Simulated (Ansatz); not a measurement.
LiC$_{6}$ in space group P6/mmm (No. 191; Li on 1a, C on 6k) under volume change, plane-wave PAW r²SCAN (Ansatz code), shape and atoms relaxed at each volume.

```json
[
 {"V (Å³/atom)": "7.673", "E − E(relaxed) (meV/atom)": "17.5", "P (GPa)": "8.10"},
 {"V (Å³/atom)": "7.926", "E − E(relaxed) (meV/atom)": "7.3", "P (GPa)": "4.95"},
 {"V (Å³/atom)": "8.179", "E − E(relaxed) (meV/atom)": "1.7", "P (GPa)": "2.24"},
 {"V (Å³/atom)": "8.432", "E − E(relaxed) (meV/atom)": "0.0", "P (GPa)": "-0.02"},
 {"V (Å³/atom)": "8.685", "E − E(relaxed) (meV/atom)": "1.6", "P (GPa)": "-1.91"},
 {"V (Å³/atom)": "8.938", "E − E(relaxed) (meV/atom)": "5.9", "P (GPa)": "-3.43"},
 {"V (Å³/atom)": "9.191", "E − E(relaxed) (meV/atom)": "12.3", "P (GPa)": "-4.67"}
]
```

Question: What does a third-order Birch–Murnaghan fit give for V₀, B₀ and B′?

Answer: V₀ = 8.43 Å³/atom, B₀ = 67.9 GPa, B′ = 5.1.

The workflow started from a Materials Project entry (that database holds measured and hypothetical structures alike); the Crystallography Open Database copy checked does not list it. Whether it is the stable phase at ambient conditions was not checked. The cell was relaxed with r²SCAN under the symmetry of its start; of distortions, only those at the zone centre were tested.

Potentials: the later of the program's two PAW sets.
